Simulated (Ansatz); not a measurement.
Relaxed polymorphs of Al. These are r2SCAN (plane waves to 500 eV, PAW, scalar-relativistic; Ansatz, a first-principles code) values and carry that method's errors. One row is withheld; estimate it from its structure type, its coordination and the trend of the others.

```tsv
structure	coordination	E − E(first row) (eV/atom)	V (Å³/atom)
Fm-3m, cF4, fcc (Cu type)	Al 12 (cuboctahedral)	0.00	15.91
P4₃2₁2, tP12	–	0.21	17.44
P6₃/mmc, hP2, hcp (Mg type)	Al 12 (anticuboctahedral)	0.04	16.01
Fm-3m, cF12	–	0.19	19.60
P6/mmm, hP3	–	0.14	16.46
Im-3m, cI2, bcc (W type)	Al 8 (cubic)+6	0.11	16.20
I4/mmm, tI2, AFLOW prototype A_tI2_139_a (A_a)	–	?	?
Pm-3n, cP8	–	0.09	16.31
```

Problem. Fill in the missing entries.

Solution. 
- I4/mmm, tI2, AFLOW prototype A_tI2_139_a (A_a), E − E(first row) (eV/atom): 0.10
- I4/mmm, tI2, AFLOW prototype A_tI2_139_a (A_a), V (Å³/atom): 16.36

The withheld cell: I4/mmm (No. 139), tI2, AFLOW prototype A_tI2_139_a (A_a); a = b = 3.431 Å, c = 2.779 Å, α = β = γ = 90.00°; Al 2b (0.000, 0.000, 0.500). Coordination numbers (neighbours up to the widest gap in distance over summed covalent radii, below 1.35; n+m marks a second, longer set).

Probably no minimum, since a slightly shaken restart fell lower: P6/mmm, hP3 (by 0.14 eV/atom, to Fm-3m). 1 run with a doubtful electronic state, a coarser numerical grid, an end not at rest or a source that can't be used is left out. Each run could gain symmetry but not lose that of its start, so entries can be saddle points. From databases, or of a type measured for this composition: Fm-3m, cF4, fcc (Cu type); the others are generated cells (placed on structure types, drawn at random, substituted or restacked) that were not matched to a known phase here. Energies are at zero temperature and pressure, without zero-point motion. No spin polarisation in the result.
